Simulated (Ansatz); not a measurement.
Cu Kα1 powder pattern (kinematic, no thermal factors).
2θ (°) (relative intensity): 14.21 (84, 1 1 1), 16.43 (32, 2 0 0), 23.31 (100, 2 2 0), 27.41 (52, 3 1 1), 28.65 (20, 2 2 2), 33.20 (72, 4 0 0), 36.28 (24, 3 3 1), 37.26 (2, 4 2 0), 40.97 (29, 4 2 2), 43.57 (21, 5 1 1), 47.66 (36, 4 4 0), 50.00 (20, 5 3 1), 50.76 (3, 6 0 0), 53.71 (37, 6 2 0), 55.86 (7, 5 3 3), 59.32 (9, 4 4 4), 61.34 (11, 7 1 1), 62.01 (3, 6 4 0), 64.62 (30, 6 4 2), 66.55 (12, 7 3 1), 69.70 (5, 8 0 0), 71.56 (3, 7 3 3), 74.62 (12, 6 6 0), 76.43 (6, 7 5 1), 79.42 (10, 8 4 0), 81.20 (7, 9 1 1), 84.14 (11, 6 6 4), 85.91 (4, 9 3 1), 88.83 (6, 8 4 4)

The pattern is computed from a structure relaxed with DFT PBE, scalar-relativistic, plane waves, PAW (Ansatz). No spin polarisation. Its elements are Al, C, N, Sr, Zn.

Task: Give the structure.

Result: SrAlZnC₆N₆.
Space group F-43m (No. 216). a = 10.784 Å, b = 10.784 Å, c = 10.784 Å, α = 90.00°, β = 90.00°, γ = 90.00°
```json
{"atom": "Sr", "site": "4d", "symmetry": "-43m", "x": "0.2500", "y": "0.2500", "z": "0.7500"}
{"atom": "Al", "site": "4a", "symmetry": "-43m", "x": "0.0000", "y": "0.0000", "z": "0.0000"}
{"atom": "Zn", "site": "4b", "symmetry": "-43m", "x": "0.5000", "y": "0.0000", "z": "0.0000"}
{"atom": "C", "site": "24f", "symmetry": "2.mm", "x": "0.1934", "y": "0.0000", "z": "0.0000"}
{"atom": "N", "site": "24f", "symmetry": "2.mm", "x": "0.3017", "y": "0.0000", "z": "0.0000"}
```

A pattern alone doesn't exclude other cells with like lines; this is the one computed.

The structure comes from a generated guess; another structure or a mixture of phases may lie lower.
